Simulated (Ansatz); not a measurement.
**YSe: do energies and stresses tell the same story?**

All numbers below come from DFT r2SCAN, scalar-relativistic, plane waves, PAW (Ansatz).

Settings: cutoff 500 eV, Γ-centred mesh 12×12×12 on the computed 2-atom cell, Gaussian smearing of 0.10 eV; no spin polarisation.

Relaxed cell: Fm-3m, a = 5.759 Å, b = 5.759 Å, c = 5.759 Å, α = 90.00°, β = 90.00°, γ = 90.00°, 2 atoms in the primitive cell. Whether it is the stable form of this composition wasn't checked.

Energies at zero smearing and pressures from the stress tensor, at volumes with shape and atoms relaxed:
```json
{"V (Å³/atom)": "22.444", "E − E(first) (meV/atom)": "0.00", "P (GPa)": "5.94"}
{"V (Å³/atom)": "23.161", "E − E(first) (meV/atom)": "-19.12", "P (GPa)": "2.73"}
{"V (Å³/atom)": "23.877", "E − E(first) (meV/atom)": "-24.96", "P (GPa)": "-0.01"}
{"V (Å³/atom)": "24.593", "E − E(first) (meV/atom)": "-19.51", "P (GPa)": "-2.34"}
{"V (Å³/atom)": "25.310", "E − E(first) (meV/atom)": "-4.43", "P (GPa)": "-4.32"}
```

Question: Check P = −dE/dV between neighbouring volumes, and get the bulk modulus from the pressures alone.

Answer: With 1 eV/Å³ = 160.2 GPa:
| middle V (Å³/atom) | −ΔE/ΔV (GPa) | mean P (GPa) |
| --- | --- | --- |
| 22.802 | 4.276 | 4.335 |
| 23.519 | 1.308 | 1.360 |
| 24.235 | -1.221 | -1.172 |
| 24.951 | -3.371 | -3.328 |

The two differ by 0.06 GPa at most. The mean of two end pressures misses the average over a step by about ΔV² P″/12, up to 0.04 GPa here; with that taken off 0.02 GPa remains. Around V = 23.877 Å³/atom, the two neighbours give B = −V ΔP/ΔV = 23.877 × 5.06 / 1.433 = 84.4 GPa, against B0 = 84.1 GPa from the Birch–Murnaghan fit of the energies.

Spin polarisation was left out, and a magnetic state may lie lower.

Cost: 6 runs of about 1.6 core-minutes in all, on Arm Neoverse V2 (shared hosts).